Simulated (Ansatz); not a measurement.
# One compound in many structure types

Relaxing one composition in several structure types shows which are competitive, which pressure would favour, and how volume and gap change with structure.

TaSi2, P6₂22 hP9 serves as the reference. The reference is the lowest phase computed, which need not be the stable form in nature.

### Data

Computed with Ansatz, a plane-wave PAW program. energy: PBE, total energy at 0 K with the change to a 700 eV cutoff added (comparable within one formula alone); volume per atom: PBE, relaxed cell; gap: PBE; bulk modulus: PBE, equation-of-state fit.

Definitions used: ΔE = E − E_ref; ΔV = V − V_ref; temperature scale ΔE/k_B = 11.605 K/meV × ΔE.

```
crystal                      E (eV/atom)  V (Å³/atom)  gap (eV)  B₀ (GPa)  ΔE (meV/atom)  ΔV (Å³/atom)  ΔE/k_B (K)
---------------------------  -----------  -----------  --------  --------  -------------  ------------  ----------
TaSi2, AlB2 type, P6/mmm       −3734.605        14.84      0.00       158          498.0          0.18        5800
TaSi2, P6₂22 hP9, reference    −3735.103        14.66      0.00         –            0.0          0.00           0
TaSi2, Al2Cu type, I4/mcm      −3734.592        16.87      0.00       145          511.0          2.21        5900
TaSi2, MoSi2 or CaC2 type      −3735.031        14.75      0.00       178           72.0          0.09         840
```

Started from generated or typed cells, with no claim that the phase is known: TaSi2, AlB2 type, P6/mmm; TaSi2, Al2Cu type, I4/mcm; TaSi2, MoSi2 or CaC2 type. No gap (0.00) means none at this level, which can close a small real gap. Spin–orbit coupling is left out unless named.

### Worked example

Worked for TaSi2, MoSi2 or CaC2 type:

- ΔE = 1000 × (−3735.031 − (−3735.103)) = 72.0 meV/atom
- ΔV = 14.75 − 14.66 = 0.09 Å³/atom
- ΔE/k_B: 11.605 × 72.0 = 840 K

### Result

Ranking by ΔE, lowest first: TaSi2, P6₂22 hP9 (0.0 ± 5.0), TaSi2, MoSi2 or CaC2 type (72.0 ± 5.0), TaSi2, AlB2 type, P6/mmm (498.0 ± 5.0), TaSi2, Al2Cu type, I4/mcm (511.0 ± 5.0). The ± follows from allowances picked for this note (energy 0.004 eV/atom, 3 meV/atom on the figure itself), carried to first order and added in quadrature, each row's own inputs moving alone; ≈ joins neighbours closer than their two ± added in quadrature.

Pareto front for low ΔE and low volume per atom: TaSi2, P6₂22 hP9 (0.0, 14.66). The reference is on the front.

No row is clearly denser than the reference, so pressure favours none of them.

### Caveats

Vibrational free energy is left out, and phases that were not computed could lie lower. Rows are a sample of the computed phases of this formula. Limits of the draw: a spread of over 30 meV/atom, none over 0.9 eV/atom above the reference, within 8 meV/atom of the lowest or within 3 meV/atom of a neighbour. As a rule kept out of such tables: 4f compounds, open-shell compounds run without a Hubbard term, cells found unstable in the tests at hand, cells close to a higher symmetry, and runs set to a pressure or over 12 % in volume from the crystal's fullest run. A dash marks a value that is not given here.
